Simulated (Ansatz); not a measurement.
This run works on a proposed trial structure, not on a known crystal.

Input and command of a plane-wave DFT calculation in Ansatz:

```yaml
crystal:
  lattice:
    - [4.7367912788, -4.2068812646, 0.0]
    - [4.7367912788, 4.2068812646, 0.0]
    - [0.0, 0.0, 3.5149641604]
  atoms:
    - { symbol: Ir, position: [0.0, 0.0, 0.0], spin: 0.26, spin_axis: [0.0, 0.0, 1.0] }
    - { symbol: Cl, position: [0.2724715094, 0.7275284906, 0.0] }
    - { symbol: Cl, position: [0.7275284906, 0.2724715094, 0.0] }
    - { symbol: Cl, position: [0.1673132747, 0.1673132747, 0.5] }
    - { symbol: Cl, position: [0.8326867253, 0.8326867253, 0.5] }
basis:
  ecutwfc: 420
kpoints:
  mp_grid: { grid: [6, 6, 10] }
  band_path:
    path:
      - [[0.0, 0.0, 0.0], [0.5, 0.5, 0.0], [0.55280676, 0.44719324, 0.0]]
      - [[0.44719324, -0.44719324, 0.0], [0.0, 0.0, 0.0], [0.0, 0.0, 0.5], [0.44719324, -0.44719324, 0.5]]
      - [[0.55280676, 0.44719324, 0.5], [0.5, 0.5, 0.5], [0.5, 0.5, 0.0]]
      - [[0.0, 0.0, 0.0], [0.5, 0.0, 0.0], [0.5, 0.0, 0.5], [0.0, 0.0, 0.5], [0.5, 0.5, 0.5]]
    npoints: 10
hamiltonian:
  xc: pbe
scf:
  occupations: { method: gaussian, width: 0.1 }
output:
  forces: true
  stress: true
  eigenvalues: true
  populations: true
  dos: { projected: true, de: 0.02 }
  bader: false
  write_density: true
  write_potential: true
  elf: true
  volumetric_format: npy
magnetization:
  noncollinear: true
  spin_orbit: true
```

```bash
ansatz run input.yaml --threads 1 --pin off --max-ram 2560MiB --backend cpu --events-out ev --progress --plain --runs-dir out
```

Processor: Intel(R) Xeon(R) 6975P-C (Granite Rapids), 1 thread, on a host shared with other jobs.

Question: Estimate time, memory and problem size.

Answer: About 5.7 min, peak memory 1.4 GiB. It solves 56 bands at 78 k points (after reduction by symmetry) with about 2731 plane waves, in 26 SCF iterations.
